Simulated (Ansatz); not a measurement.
Input deck for Ansatz 0.2.0, then the block of the output on the nuclei.

The start is a structure deposited in the COD.

```yaml
crystal:
  lattice:
    - [-4.8175, 4.8175, 3.2815]
    - [4.8175, -4.8175, 3.2815]
    - [4.8175, 4.8175, -3.2815]
  atoms:
    - { symbol: Rb, position: [0.5, 0.5, 0.0] }
    - { symbol: Sb, position: [0.0194, 0.298, 0.3174] }
    - { symbol: Sb, position: [0.298, 0.9806, 0.2786] }
    - { symbol: Sb, position: [0.9806, 0.702, 0.6826] }
    - { symbol: Sb, position: [0.702, 0.0194, 0.7214] }
    - { symbol: F, position: [0.0, 0.0, 0.0] }
    - { symbol: F, position: [0.597, 0.847, 0.444] }
    - { symbol: F, position: [0.847, 0.403, 0.25] }
    - { symbol: F, position: [0.403, 0.153, 0.556] }
    - { symbol: F, position: [0.153, 0.597, 0.75] }
    - { symbol: F, position: [0.444, 0.333, 0.305] }
    - { symbol: F, position: [0.333, 0.028, 0.889] }
    - { symbol: F, position: [0.028, 0.139, 0.695] }
    - { symbol: F, position: [0.139, 0.444, 0.111] }
    - { symbol: F, position: [0.556, 0.667, 0.695] }
    - { symbol: F, position: [0.667, 0.972, 0.111] }
    - { symbol: F, position: [0.972, 0.861, 0.305] }
    - { symbol: F, position: [0.861, 0.556, 0.889] }
kpoints:
  mp_grid: { grid: [4, 4, 4] }
scf:
  occupations: { method: fermi_dirac, width: 0.02 }
hamiltonian:
  xc: pbe
  pseudopotentials: { kind: paw }
output:
  forces: true
  stress: true
  populations: true
  efg:
    quadrupole_moments_barn: { Rb: 0.1335, Sb: -0.543 }
    contact_densities: true
  write_density: true
  write_potential: true
  elf: true
  volumetric_format: npy
relax:
  f_tol: 0.02
  max_steps: 60
```

```sh
ansatz run input.yaml --threads 1 --pin off --max-ram 3072MiB --backend cpu --events-out ev --progress --plain --runs-dir out
```

The run relaxes the ions first, and the block belongs to the relaxed positions.

Of the output, the block on the nuclei alone is shown; the set-up, the SCF iterations, energies, forces and stress are cut. One atom of each set with nearly equal values is shown.

```
--- PAW observables at the nuclei: V_zz in 10²¹ V/m², potentials from the cell's mean, atoms counted from 1 ---
  atom   1  Rb V_zz =    -2.191684   η = 0.0000   by run symmetry: allowed   C_q = -7.0748 MHz
            electrostatic potential = -5306.243680 V   contact ρ = 361967.981804 e/Å³
  atom   2  Sb V_zz =   -31.704484   η = 0.1550   by run symmetry: allowed   C_q = +416.2698 MHz
            electrostatic potential = -8402.889397 V   contact ρ = 1350185.754114 e/Å³
  atom   6  F  V_zz =    -7.581807   η = 0.0000   by run symmetry: allowed
            electrostatic potential = -737.780892 V   contact ρ = 3128.552088 e/Å³
  atom   7  F  V_zz =   +10.604795   η = 0.2274   by run symmetry: allowed
            electrostatic potential = -736.892049 V   contact ρ = 3129.017730 e/Å³
  atom  11  F  V_zz =   +11.690385   η = 0.2572   by run symmetry: allowed
            electrostatic potential = -736.670791 V   contact ρ = 3129.088495 e/Å³
```

The relaxation (7 steps) took 3.1 min of wall time (3.1 min of CPU time) and 0.76 GiB at its peak, on 1 thread of Arm Neoverse V2 (aarch64; 8 cores open to the job, memory cap 3.0 GiB, no GPU), a shared host with a load of 0.8 a core.

Without spin–orbit coupling (the program notes it for Rb and Sb) the gradients are little affected as a rule: paired runs on crystals with a gap mostly move them by under 2 % at such atoms. With these PAW files V_zz is typically within 2 to 3 % of all-electron values, but misses above 10 % occur on Sb.
